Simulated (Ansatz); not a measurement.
Electric field gradients in TeRh₂S

All numbers below come from Ansatz, DFT PBEsol, scalar-relativistic, plane waves, PAW. Settings: 420 eV plane-wave cutoff, Γ-centred 12×12×8 mesh, Fermi-Dirac smearing of 0.15 eV. No spin polarisation.

Equilibrium structure at this level:
```yaml
crystal:
  lattice:
    - [3.76758, 0.00000, 0.00000]
    - [-1.88379, 3.26282, 0.00000]
    - [0.00000, 0.00000, 5.58133]
  atoms:
    - { symbol: Te, position: [0.33333, 0.66667, 0.50000] }
    - { symbol: Rh, position: [0.66667, 0.33333, 0.75999] }
    - { symbol: Rh, position: [0.66667, 0.33333, 0.24001] }
    - { symbol: S, position: [0.00000, 0.00000, 0.00000] }
```

The cell was built by swapping an element in a database structure (itself possibly hypothetical) and relaxing; it need not be the stable form of this composition. In a metal these results depend on the k mesh and the smearing. A semilocal functional can close a gap that the real compound has. Spin–orbit coupling is left out, which matters for gradients at heavy nuclei.

Give V_zz (10²¹ V/m²) and the asymmetry η at each distinct site.

Answers

```csv
atom,V_zz,η
Te (atom 1),-3.37,0.00
Rh (atom 2),1.38,0.00
S (atom 4),0.108,0.00
```

Cost: 1 run of about 0.17 core-minutes, on Intel Xeon 6975P-C (Granite Rapids) (shared hosts).